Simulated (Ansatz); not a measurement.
Ag$_{3}$Pt:
```xyz
4
Lattice="4.0088 0.0000 0.0000 0.0000 4.0088 0.0000 0.0000 0.0000 4.0088" Properties=species:S:1:pos:R:3 pbc="T T T"
Ag     0.0000     2.0044     2.0044
Ag     2.0044     0.0000     2.0044
Ag     2.0044     2.0044     0.0000
Pt     0.0000     0.0000     0.0000
```

Relaxed with PBEsol.

**Question.** Give the Bader charges and basin volumes of the independent atoms, plane-wave PAW PBEsol (Ansatz code).

**Answer.** 

```csv
atom,Bader charge (e),Bader volume (Å³)
Ag1,+0.13,15.3
Pt4,-0.39,18.6
```

Space group Pm-3m (Cu3Au type). The workflow started from an entry of the Crystallography Open Database (COD). Its standing as an ambient phase is unchecked. The PBEsol relaxation kept the symmetry of its start; whether a distortion lowers the energy is not shown. No spin polarisation was allowed. Spin–orbit coupling is left out wherever it is not named.

Potentials: the later of the program's two PAW sets.
